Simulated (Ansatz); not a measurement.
Starting cell, As (space group Cmce):

```
As
1.0
    1.85645    -5.37698     0.00000
    1.85645     5.37698     0.00000
    0.00000     0.00000     4.22644
As
4
Direct
  0.61266   0.38734   0.55439
  0.38734   0.61266   0.44561
  0.88734   0.11266   0.05439
  0.11266   0.88734   0.94561
```

A phonon eigenvector at Γ is frozen into this cell: atom i moves by Q times the vector below, so Q is the largest atomic displacement, in Å. The cell is held.

| atom | x | y | z |
|---|---|---|---|
| As1 | 0.000 | 1.000 | 0.000 |
| As2 | 0.000 | 1.000 | 0.000 |
| As3 | 0.000 | -1.000 | 0.000 |
| As4 | 0.000 | -1.000 | 0.000 |

These are LDA (plane waves to 420 eV, PAW, scalar-relativistic; Ansatz, a first-principles code) values and carry that method's errors. k mesh 13×13×11 (Γ-centred), Fermi-Dirac smearing 0.05 eV. Energies are smeared free energies. With partly filled bands, energies and forces of such displacements shift with the k mesh and the smearing. As was relaxed with its symmetry unable to fall. The zero of ΔE is the undisplaced structure. The last digit holds for this mesh only.

```
Q (Å)    ΔE (meV/cell)
-------  -------------
-0.1100           7.96
-0.0917           3.55
-0.0733           1.03
-0.0550          -0.12
-0.0367       withheld
-0.0183          -0.14
0.0000            0.00
0.0183           -0.14
0.0367        withheld
0.0550           -0.12
0.0733            1.03
0.0917            3.55
0.1100            7.96
```

Question: Fit an even polynomial form (powers 2, 4, 6) to the given rows and predict ΔE at Q = -0.0367.

Answer: Least squares on the 11 given rows: ΔE = (-350.6)·Q² + (112500)·Q⁴ + (-2413000)·Q⁶, in meV/cell with Q in Å; root-mean-square residual 0.027 meV/cell. At -0.0367 the fit gives -0.27 meV/cell; the calculation gives -0.34 meV/cell, so the interpolation is off by 0.07 (+20.6 %). The quadratic term alone would give -0.47 meV/cell: it is negative, as the undisplaced cell is unstable along this move.

(A displaced cell: forces are minus the slopes of the energy, force constants its curvatures, and phonons follow from these.)
